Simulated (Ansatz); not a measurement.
Be$_{2}$C:
```
Be2C
1.0
    0.00000     2.13416     2.13416
    2.13416     0.00000     2.13416
    2.13416     2.13416     0.00000
Be C
2 1
Direct
  0.75000   0.75000   0.75000
  0.25000   0.25000   0.25000
  0.00000   0.00000   0.00000
```

Relaxed with LDA. Special points in fractions of this cell's reciprocal vectors: Γ (0.000, 0.000, 0.000); X (0.500, 0.000, 0.500); U (0.625, 0.250, 0.625); K (0.375, 0.375, 0.750); L (0.500, 0.500, 0.500); W (0.500, 0.250, 0.750).

Task: List the band energies nearest the valence-band maximum at these points for DFT-LDA in the program Ansatz with PAW potentials.

Result: In eV from the valence-band maximum; about four levels below and three above (degenerate sets whole), none deeper than 8.9 eV; … stands for higher levels left out; points with the same levels are listed once.

```tsv
k	below	above
Γ	0.00 0.00 0.00	4.11 4.11 4.11
X	-6.85 -4.92 -4.92	1.20 6.10 …
U	-7.08 -6.38 -4.16	3.43 8.62 11.82
L	-1.91 -1.91	5.01 5.01 7.58
W	-6.53 -6.02 -6.02	5.80 8.44 …
```

Space group Fm-3m (fluorite or antifluorite type). The cell was relaxed with LDA under the symmetry of its start; phonons on a q-mesh show no instability.

Potentials: the later of the program's two PAW sets.
